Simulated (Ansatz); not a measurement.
# Step by step: Re, relaxation of cell and atoms

Theory: Ansatz 0.2.0, DFT, r2SCAN, PAW with Ansatz's default frozen-core files, scalar-relativistic.

Command: `ansatz run input.yaml --threads 1 --pin off --max-ram 2048MiB --backend cpu --events-out ev --progress --plain --runs-dir out` The run took about 22 s on 1 thread of a shared machine.

```yaml
crystal:
  lattice:
    - [0.0, 2.0263214968, 2.0263214968]
    - [2.0263214968, 0.0, 2.0263214968]
    - [2.0263214968, 2.0263214968, 0.0]
  atoms:
    - { symbol: Re, position: [0.0, 0.0, 0.0] }
kpoints:
  mp_grid: { grid: [14, 14, 14] }
scf:
  occupations: { method: fermi_dirac, width: 0.05 }
hamiltonian:
  xc: r2scan
  pseudopotentials: { kind: paw }
output:
  forces: true
  stress: true
  efg: { contact_densities: true }
  write_density: true
  write_potential: true
  elf: true
  volumetric_format: npy
relax:
  f_tol: 0.005
  max_steps: 80
  cell: {}
```

No spin–orbit coupling, which matters for the heavy atoms here.

The cell comes from COD entry 1534939, which wasn't checked; take it as a given geometry. The listed cell was then made from it by scaling, straining or moving an atom.

The cutoff is 500 eV; energies and pressures of the walk include the program's estimate of the Pulay term. The PAW files were made with PBE; their cores are remade for this functional.

Each frame lists the cell vectors (Å), then Cartesian positions (Å); symmetry keeps all forces zero. Free energies count from the first step, -10880.5151 eV.

The walk took 6 evaluations in all; steps that aren't listed are left out.

Step 1: E = 0.0 meV, P = -35.53 GPa

```
cell 0.0000 2.0263 2.0263 2.0263 0.0000 2.0263 2.0263 2.0263 0.0000
Re    0.0000    0.0000    0.0000
```

Step 2:

```
cell 0.0000 1.9275 1.9275 1.9275 0.0000 1.9275 1.9275 1.9275 0.0000
Re    0.0000    0.0000    0.0000
```

Step 3: E = -233.7 meV, P = -2.48 GPa

```
cell 0.0000 1.9508 1.9508 1.9508 0.0000 1.9508 1.9508 1.9508 0.0000
Re    0.0000    0.0000    0.0000
```

(1) Give the energy, pressure of step 2.

(2) How does the relaxation end?

## Answers

(1) E = -218.8 meV, P = 12.11 GPa
```
Re    0.0000    0.0000    0.0000
```

(2) It converges, with a = 3.893 Å, b = 3.893 Å, c = 3.893 Å, α = 90.00°, β = 90.00°, γ = 90.00° (conventional cell, space group Fm-3m). The last solve (on a basis chosen afresh for the final cell, so its energy is not quite comparable) gives E = -234.1 meV, P = -0.03 GPa:
```
cell 0.0000 1.9466 1.9466 1.9466 0.0000 1.9466 1.9466 1.9466 0.0000
Re    0.0000    0.0000    0.0000
```
